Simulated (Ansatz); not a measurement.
HfMo (Cmmm); total moment held at 0.4 μB.

```xyz
2
Lattice="1.6712 -2.4725 0.0000 1.6712 2.4725 0.0000 0.0000 0.0000 4.4470" Properties=species:S:1:pos:R:3 pbc="T T T"
Hf    0.0000    0.0000    0.0000
Mo    1.6712    0.0000    2.2235
```

The geometry is a structure from the Materials Project, held fixed and not relaxed.

Functional, mesh and filling: PBE, 10×10×7 k mesh, Fermi–Dirac smearing of 0.05 eV. LAPW is all-electron LAPW in Ansatz 0.2.0. Site moments are integrated in spheres about the atoms. Start moments (μB): Hf1 0.2, Mo2 0.2.

Iteration by iteration:

```
iteration  Harris–Foulkes energy less the last (meV)  density residual (eV)  M (μB)  ∫|m| (μB)
        1                                  -1110.332                3.4e+00  0.4000     0.4008
        2                                    -91.506                1.8e-01  0.4000     0.4007
        3                                    -32.721                1.1e-01  0.4000     0.4006
        4                                     -5.119                2.6e-02  0.4000     0.4005
        5                                      1.142                1.1e-02  0.4000     0.4005
        6                                      0.115                1.3e-03  0.4000     0.4005
        7                                     -0.010                1.1e-04  0.4000     0.4005
        8                                     -0.002                5.6e-06  0.4000     0.4005
        9                                      0.000                4.3e-07  0.4000     0.4005
       10                                      0.000                3.9e-07  0.4000     0.4005
       11                                      0.000                7.3e-09  0.4000     0.4005
```

Site moments (μB): Hf1 0.15, Mo2 0.14. Cell moment 0.40 μB.

The Ansatz runs typed with the search for lower states off end where their start leads. Spin–orbit coupling is left out although heavy atoms are present. These are results for the start and cell typed. The real compound can order otherwise, in a larger cell, or not at all, since semilocal functionals at zero temperature often overstate magnetism.
